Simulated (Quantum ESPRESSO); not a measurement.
**Moving the functional in Ta3AsAu2O13**

```xyz
19
Lattice="5.7238 -0.0075 -0.0040 1.3028 6.2550 0.0056 0.2757 1.3007 8.3675" Properties=species:S:1:pos:R:3 pbc="T T T"
Ta    1.8016    2.6675    4.8901
Ta    0.6106    1.9943    8.3559
Ta    4.2828    4.5395    4.2252
As    4.7578    6.6860    6.9518
Au    3.4916    0.8150    1.5556
Au    1.4492    5.7148    3.7432
O     4.8936    5.2811    5.9496
O     3.3221    1.7411    5.8246
O     6.2809    6.7422    7.6940
O     3.3672    6.6706    7.9235
O     4.5687    1.8638    0.2577
O     1.7240    1.5064    0.9269
O     0.9962    1.2256    4.1088
O     3.3758    2.9946    3.6400
O     0.9058    2.6910    6.5776
O     6.1615    3.9169    3.8186
O     4.0664    5.7780    2.9290
O     2.4385    4.7506    5.2300
O     6.5613    6.2408    1.8957
```

The cell comes from a database or a generator and needn't be the stable form of this composition.

Kept alike: task band structure; k mesh 4 × 4 × 3; occupations fermi-dirac, width 0.05 eV; no spin polarisation. Program: Quantum ESPRESSO, SG15 PBE 1.2, cutoff 1197 eV. The mesh is that of the run's cell of 19 atoms. No spin-orbit coupling.

| run | band gap (eV) | pressure (GPa) |
| --- | --- | --- |
| A | 1.264 | -0.26 |
| B | 1.488 | -6.46 |
| C | 1.218 | -8.35 |
| D | 1.236 | -4.47 |

Pressure is positive in compression; the values hold the error of the finite cutoff, so their zero can differ a little from the energy's minimum. Spin-orbit coupling, left out here, moves the band edges of heavy atoms and can close or invert small gaps. Gaps are the smaller of the mesh's and the band path's. All rows use potentials made for PBE.

Question: The runs differ in the functional alone: LDA; PBE; PBEsol; r2SCAN. Which run is which?

Answer: Run A is PBE; run B is r2SCAN; run C is LDA; run D is PBEsol. The band gap runs from 1.218 (LDA) to 1.488 eV (r2SCAN). From PBE: LDA -0.046; PBEsol -0.028; r2SCAN +0.224. The pressure runs from -8.35 (LDA) to -0.26 GPa (PBE). From PBE: LDA -8.09; PBEsol -4.21; r2SCAN -6.20.
